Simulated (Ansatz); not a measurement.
SrCl2: computed DOS

```
CELL_PARAMETERS angstrom
0.00000 3.48550 3.48550
3.48550 0.00000 3.48550
3.48550 3.48550 0.00000
ATOMIC_POSITIONS crystal
Sr 0.00000 0.00000 0.00000
Cl 0.25000 0.25000 0.25000
Cl 0.75000 0.75000 0.75000
```

Conventional cell: a = 6.971 Å, b = 6.971 Å, c = 6.971 Å, α = 90.00°, β = 90.00°, γ = 90.00°. Sr (atom 1) is surrounded by 8 Cl at 3.02 Å. Cl (atom 2) is surrounded by 4 Sr at 3.02 Å.

The cell is COD entry 1541509, as deposited and not checked against the literature; nothing was relaxed.

All numbers below come from DFT, PBE, all-electron LAPW, scalar-relativistic in Ansatz 0.2.0.

Settings: a Γ-centred 8×8×8 k mesh, Fermi–Dirac smearing of 0.01 eV, basis error target 0.5 meV/atom, no spin polarisation.

**Question.** Which of the resolved shells contributes most in the top eV of the valence band?

**Answer.** Cl 3p, with 98 % of all states there; Sr 4p follows with 0 %.

**Question.** Tabulate the density of states.

**Answer.** States per eV and cell, averaged over 0.4 eV, from -2.9 to 0.1 eV, with energies (bin centres) from the valence-band top; empty bins are left out. The partial columns, the largest 3 alone, are projections on Löwdin-orthogonalised atomic shells (those that the program's projection atoms carry: the occupied ones and, for some elements, an empty d or f shell; other empty shells have no column), summed over atoms of an element. Weights on diffuse s and p shells depend on that basis and aren't pure angular character.
```csv
E (eV),total,Cl 3p,Sr 5s,Sr 4p
-2.8,0.14,0.13,0.02,0.00
-2.4,1.87,1.66,0.18,0.00
-2.0,7.36,7.02,0.14,0.05
-1.6,5.26,5.03,0.09,0.03
-1.2,3.03,2.90,0.04,0.01
-0.8,4.74,4.61,0.02,0.02
-0.4,6.77,6.64,0.01,0.02
0.0,0.83,0.82,0.00,0.00
```
